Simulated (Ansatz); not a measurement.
LiF (rock salt, space group No. 225), plane-wave PAW r²SCAN (Ansatz code). The conduction-band minimum lies at Γ, with 1 equivalent valley. Second derivatives d²E/dk² of the lowest band at one valley (eV·Å²), along Cartesian directions:

| direction | d²E/dk² |
|---|---|
| [100] | 8.665 |
| [010] | 8.665 |
| [001] | 8.665 |
| [110] | 8.664 |
| [101] | 8.664 |
| [011] | 8.664 |

Question: Find the principal effective masses, the density-of-states mass and the conductivity mass.

Answer: Off-diagonal terms follow from H_xy = H[110] − (H_xx + H_yy)/2, and m*/mₑ = 7.620 eV·Å² over each eigenvalue: 0.88, 0.88, 0.88. One valley's DOS mass (m₁m₂m₃)^(1/3) = 0.88, conductivity mass 3/(Σ 1/mᵢ) = 0.88 mₑ.

Question: What effective density of states Nc follows at 300 K for parabolic valleys?

Answer: Nc = 2.509e19 × 1 × (0.88)^(3/2) ≈ 2.1e19 cm⁻³.

Space group Fm-3m (rock salt). The cell was relaxed with r²SCAN under the symmetry of its start.

Potentials: the later of the program's two PAW sets.

Edges and masses are those of Kohn–Sham bands, whose gap is no quasiparticle gap.
